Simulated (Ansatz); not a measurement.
## BaSrHfZrO₆: field gradients at two levels of theory

Cell: a computed structure from the Materials Project (it need not be an observed phase).

Space group P2_1 (No. 4); a = 5.9178, b = 5.9181, c = 8.3699 Å, β = 90.01°.

| site | Wyckoff | site symmetry | x | y | z |
| --- | --- | --- | --- | --- | --- |
| Ba | 2a | 1 | 0.7538 | 0.5069 | 0.4999 |
| Sr | 2a | 1 | 0.7519 | 0.4896 | 0.0001 |
| Zr | 2a | 1 | 0.7503 | 0.9997 | 0.7548 |
| Hf | 2a | 1 | 0.2497 | 0.4997 | 0.7547 |
| O9 | 2a | 1 | 0.0209 | 0.7674 | 0.7361 |
| O11 | 2a | 1 | 0.4782 | 0.2320 | 0.7808 |
| O13 | 2a | 1 | 0.9828 | 0.2708 | 0.7361 |
| O15 | 2a | 1 | 0.5178 | 0.7283 | 0.7808 |
| O17 | 2a | 1 | 0.8034 | 0.0075 | 0.0016 |
| O19 | 2a | 1 | 0.7161 | 0.9982 | 0.4978 |

One atom of each set is listed.

First run. All values are calculated (Ansatz; DFT, PBE, plane waves and PAW, scalar-relativistic, 420 eV cutoff, Γ-centred 4×4×3 k-points, Fermi–Dirac smearing 0.02 eV), not measured.

| site | V_zz (10²¹ V/m²) | η |
| --- | --- | --- |
| Ba | -4.33 | 0.66 |
| Sr | -2.98 | 0.65 |
| Zr | -0.50 | 0.49 |
| Hf | -1.05 | 0.56 |
| O9 | 0.73 | 0.20 |
| O11 | -0.71 | 0.68 |
| O13 | 0.74 | 0.21 |
| O15 | -0.71 | 0.66 |
| O17 | 0.69 | 0.84 |
| O19 | 0.32 | 0.18 |

Second run. The same atoms and settings, except that the functional is r2SCAN and the cutoff is 500 eV.

Task: What does the second run give?

Result: 

```csv
site,V_zz,η,change of V_zz
Ba,-4.54,0.68,-0.21
Sr,-3.12,0.66,-0.14
Zr,-0.51,0.36,-0.01
Hf,-1.09,0.43,-0.04
O9,0.71,0.05,-0.02
O11,-0.65,0.77,+0.06
O13,0.71,0.08,-0.03
O15,-0.66,0.74,+0.05
O17,0.69,0.73,0.00
O19,0.28,0.46,-0.04
```

The largest change of V_zz is on Ba, from -4.33 to -4.54. In per cent, |V_zz| changes by +5 on Ba, +5 on Sr, +4 on Hf, -8 to 0 on O (all sites that start above 0.5). Where |V_zz| stays above 0.1 and the axes keep their order, η moves most on O9, from 0.20 to 0.05. On O19 V_xx and V_yy change places (or their axes turn by over 50°), so the two values of η hide a larger change.

Without spin–orbit coupling the gradients at and beside Hf can be off by some per cent, at some sites by more.
For the first run: The largest force is 0.4 eV/Å, so the atoms aren't at the calculated equilibrium and relaxing them would move these values.
For the second run: The largest force is 0.3 eV/Å, so the atoms aren't at the calculated equilibrium and relaxing them would move these values.
